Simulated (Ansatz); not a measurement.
Y:
```
Y
1.0
    3.67645     0.00000     0.00000
   -1.83822     3.18390     0.00000
    0.00000     0.00000     5.67595
Y
2
Direct
  0.33333   0.66667   0.75000
  0.66667   0.33333   0.25000
```

Relaxed with r²SCAN+D4. Special points in fractions of this cell's reciprocal vectors: Γ (0.000, 0.000, 0.000); M (0.500, 0.000, 0.000); K (0.333, 0.333, 0.000); A (0.000, 0.000, 0.500); L (0.500, 0.000, 0.500); H (0.333, 0.333, 0.500).

Question: List the band energies nearest the Fermi level at these points for r²SCAN+D4 in the plane-wave PAW code Ansatz.

Answer: In eV from the Fermi level; about four levels below and three above (degenerate sets whole), none deeper than 8.9 eV; points with the same levels are listed once.

```json
[
 {"k": "Γ", "below": "-4.91 -1.86", "above": "0.85 1.94 1.94"},
 {"k": "M", "below": "-1.73 -1.20 -0.79 -0.27", "above": "1.57 1.62 2.31"},
 {"k": "K", "below": "-0.75 -0.75 -0.69 -0.56", "above": "1.22 1.22 2.60"},
 {"k": "A", "below": "-3.39 -3.39", "above": "1.11 1.11 1.84 1.84 1.84 1.84"},
 {"k": "L", "below": "-1.67 -1.67", "above": "0.11 0.11 1.39 1.39"},
 {"k": "H", "below": "-0.44 -0.44 -0.28 -0.28", "above": "0.36 0.36 3.05 3.05"}
]
```

Space group P6_3/mmc (hcp (Mg type)). The r²SCAN+D4 relaxation kept the symmetry of its start. No spin polarisation was allowed. The pairwise dispersion correction was not fitted to metals. Spin–orbit coupling is left out wherever it is not named.

Potentials: the earlier of the program's two PAW sets.
